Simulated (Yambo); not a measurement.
Yambo run on KHF2 (space group I4/mcm, No. 140). The wavefunctions are norm-conserving LDA (Quantum ESPRESSO, 84 Ry, without SOC) ones on a 4×4×4 mesh (24 occupied bands); a = 5.1880 Å, b = 5.1880 Å, c = 5.1880 Å, α = 114.69°, β = 114.69°, γ = 99.48°.

Yambo input:

```
rim_cut
gw0
dyson
el_el_corr
HF_and_locXC
ppa
em1d
RandQpts= 1000000
RandGvec= 1 Ry
EXXRLvcs= 84 Ry
VXCRLvcs= 336 Ry
Chimod= "HARTREE"
% BndsRnXp
 1 | 94 |
%
NGsBlkXp= 4 Ry
% LongDrXp
 1.0 | 1.0 | 1.0 |
%
PPAPntXp= 27.2114 eV
% GbndRnge
 1 | 94 |
%
GTermKind= "BG"
DysSolver= "n"
ExtendOut
% QPkrange
 1 | 1 | 24 | 25 |
 13 | 13 | 24 | 24 |
%
```

k points by index: 1 = Γ, 13 = Z.

Table of the .qp output:

```
#    K-point    Band    Eo [eV]    E [eV]    E-Eo [eV]    Vxc [eV]    Vnlxc [eV]    Sc|Eo [eV]    Sc|E [eV]    dSc/dw|Eo [eV]    Re(Z)    Im(Z)
#
    1    24    -0.059720    -3.090567    -3.030847    -22.17417    -30.34453    4.522039    5.139521    -5.543582    0.830755    -0.001060
    1    25    6.906802    8.718112    1.811310    -9.445202    -4.716343    -2.726833    -2.917548    -2.865023    0.904741    -0.571848E-3
    13    24    0.000000    -3.030987    -3.030987    -22.32742    -30.51681    4.540194    5.158406    -5.549880    0.830595    -0.001054
```
(The two width columns are left out.) Convergence of these settings isn't established.

Geometry of the Materials Project entry, not relaxed at this level.
